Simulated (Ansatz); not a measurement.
## Ge2Sb2Te5 (Ge2Sb2Te5-Kooi type, space group P-3m1): energy against volume

Ge2Sb2Te5 (Ge2Sb2Te5-Kooi type, space group P-3m1)

```cif
data_Ge2Sb2Te5
_chemical_formula_sum 'Te5 Ge2 Sb2'
_space_group_name_H-M_alt 'P 1'
_space_group_IT_number 1
_cell_length_a 4.29328
_cell_length_b 4.29328
_cell_length_c 17.63419
_cell_angle_alpha 90.000
_cell_angle_beta 90.000
_cell_angle_gamma 120.000
loop_
_space_group_symop_operation_xyz
  'x, y, z'
loop_
_atom_site_label
_atom_site_type_symbol
_atom_site_fract_x
_atom_site_fract_y
_atom_site_fract_z
_atom_site_occupancy
Te1 Te 0.00000 0.00000 0.00000 1
Ge1 Ge 0.66667 0.33333 0.09824 1
Ge2 Ge 0.33333 0.66667 0.90176 1
Te2 Te 0.33333 0.66667 0.19409 1
Te3 Te 0.66667 0.33333 0.80591 1
Sb1 Sb 0.00000 0.00000 0.30944 1
Sb2 Sb 0.00000 0.00000 0.69056 1
Te4 Te 0.66667 0.33333 0.40641 1
Te5 Te 0.33333 0.66667 0.59359 1
```

This relaxed cell (volume V₀) is scaled evenly in all directions, its shape held. The atoms relax within the cell's symmetry.

Computed with PBE (plane waves to 420 eV, PAW, scalar-relativistic; Ansatz, an electronic-structure program). k mesh 9×9×2 (Γ-centred), Fermi-Dirac smearing 0.05 eV. The energy includes the smearing's −TS. Stress and pressure are positive under compression. With the shape held, the modulus is that of even scaling; a crystal free to change shape is softer. Ge2Sb2Te5 was relaxed with its symmetry unable to fall. Spin-orbit coupling is left out, though Sb and Te are heavy. ΔE is measured from the relaxed starting cell.

```csv
V (Å³/atom),ΔE (kJ/mol of atoms),P (GPa)
26.272,10.4,8.6
27.107,6.6,6.4
27.940,3.9,4.5
28.775,2.0,3.0
29.609,0.8,1.7
30.443,0.2,0.8
31.277,0.0,0.0
32.111,0.2,-0.6
32.945,0.6,-1.0
33.779,1.2,-1.4
34.613,1.9,-1.7
35.447,2.8,-1.9
36.281,3.8,-2.1
```

Key numbers:

```yaml
pressure_at_the_smallest_volume: 8.6 GPa
energy_cost_of_the_largest_compression: 107 meV/atom
energy_cost_of_the_largest_expansion: 40 meV/atom
Bulk modulus at fixed cell shape B₀ (third-order Birch-Murnaghan fit): 25.4 GPa
Pressure derivative B₀′ (fit): 8.0
equilibrium_volume_of_the_fit: 31.31 Å³/atom
Pressure for 5 % compression (fit): 1.6 GPa
```

(A scan under strain: stresses follow from slopes of the energy per volume, elastic moduli from its curvatures.)
